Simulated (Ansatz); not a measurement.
The elements of this relaxed trial crystal are hidden behind letters.

```
lattice vectors (Å)
   3.1111    0.0000    0.0000
   0.0000    3.1111    0.0000
   0.0000    0.0000    9.5076
fractional positions
X 0.0000 0.0000 0.5000
Z 0.0000 0.0000 0.8122
Z 0.0000 0.0000 0.1878
Q 0.0000 0.0000 0.0000
```

Computed with DFT PBE, scalar-relativistic, plane waves, PAW (Ansatz 0.2.0). Cutoff 420 eV, Γ-centred 14×14×6 mesh (4-atom cell), Gaussian smearing of 0.10 eV, no spin polarisation.

| Property | Result |
| --- | --- |
| Space group | P4/mmm (No. 123) |
| Conventional cell | a = 3.111 Å, c = 9.508 Å |
| Volume per atom | 23.01 Å³ |
| Density | 4.88 g/cm³ |
| Formation energy | −0.33 eV/atom |
| Gap on the 14×14×6 mesh of the 4-atom cell | 0 eV (a metal) |

Energies are uncorrected and count from the elements' standard states at the same level.

Q: X is a p-block element of period 5, Z is a p-block element of period 4 and Q is a p-block element of period 2. Which elements are they?

A: X = In, Z = Ga, Q = O, so the formula is InGa2O. Density times volume gives a mean mass of 4.88 × 23.01/1.6605 = 67.6 u per atom, and this set has 67.6 u. Around In lie 2 Ga at 2.97 Å and 4 In at 3.11 Å; Ga is surrounded by 1 O at 1.79 Å, 1 In at 2.97 Å and 4 Ga at 3.11 Å; around O lie 2 Ga at 1.79 Å. Other sets within the hints have nearly the same mass, so mass alone doesn't settle it; this one was computed.

An odd number of electrons in the primitive cell allows no gap without spin; a larger cell or a magnetic state could open one. A structure relaxed within its symmetry needn't be a true minimum. Another cell of InGa2O relaxed alike, in P-4m2, lies 223 meV/atom lower, so this cell isn't the stable form at this level.
